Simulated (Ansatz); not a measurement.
Ti$_{2}$AlC in space group P6_3/mmc (No. 194; Ti on 4f, Al on 2d, C on 2a) under volume change, the program Ansatz at the PBEsol level (PAW), shape and atoms relaxed at each volume.

| V (Å³/atom) | E − E(relaxed) (meV/atom) | P (GPa) |
|---|---|---|
| 12.388 | 59.1 | 16.78 |
| 12.796 | 24.9 | 10.29 |
| 13.205 | … | … |
| 13.613 | 0.0 | 0.00 |
| 14.022 | … | … |
| 14.430 | 20.1 | -7.48 |
| 14.838 | 42.9 | -10.40 |

Some entries are withheld; supply them.


- 13.205, E − E(relaxed) (meV/atom): 5.9
- 13.205, P (GPa): 4.74
- 14.022, E − E(relaxed) (meV/atom): 5.3
- 14.022, P (GPa): -4.05

What does a third-order Birch–Murnaghan fit give for V₀, B₀ and B′?

V₀ = 13.61 Å³/atom, B₀ = 145 GPa, B′ = 4.3.

The first step of the workflow began from a Materials Project structure, measured or hypothetical; the Crystallography Open Database copy checked does not list it. Its standing as an ambient phase is unchecked. Symmetry was held in the PBEsol relaxation; whether a distortion lowers the energy is not shown. No spin polarisation was allowed.

Potentials: the earlier of the program's two PAW sets. The files were generated under PBE; for other functionals the program regenerates the frozen cores, and for LDA and PBEsol the local potential too.
